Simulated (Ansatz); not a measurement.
One crystal and one scan (energy against volume) at two levels, PBE (plane waves to 420 eV, PAW, scalar-relativistic; Ansatz, a quantum-chemistry and plane-wave program) and PBEsol (plane waves to 420 eV, PAW, scalar-relativistic; Ansatz), each from its own relaxed cell and on its own mesh.

The crystal is Sn (beta-Sn type, space group I4_1/amd); the cell is scaled evenly about its relaxed volume V₀.

E stands for the smeared free energy. Sn was relaxed with its symmetry unable to fall. With the shape held, the modulus is that of even scaling; a crystal free to change shape is softer. Both scans cover V/V₀ from 0.840 to 1.160.

| quantity | run 1 | run 2 |
|---|---|---|
| Lattice constant a (Å) | 5.833 | 5.947 |
| Lattice constant c (Å) | 3.158 | 3.212 |
| Relaxed volume (Å³/atom) | 26.86 | 28.40 |
| Pressure at the smallest volume (GPa) | 15.0 | 12.7 |
| Energy cost of the largest compression (meV/atom) | 169 | 151 |
| Energy cost of the largest expansion (meV/atom) | 90 | 81 |
| Bulk modulus at fixed cell shape B₀ (third-order Birch-Murnaghan fit) (GPa) | 56.0 | 47.5 |
| Pressure for 5 % compression (fit) (GPa) | 3.3 | 2.8 |

### Question
Which run is which level?

### Answer
Run 2 is PBE, run 1 is PBEsol. PBE gives the higher value for: lattice constant a; lattice constant c; relaxed volume. PBE gives the lower value for: pressure at the smallest volume; energy cost of the largest compression; energy cost of the largest expansion; bulk modulus at fixed cell shape B₀; pressure for 5 % compression.

(Under strain, the slope of the energy per volume gives the stress and its curvature an elastic modulus.)
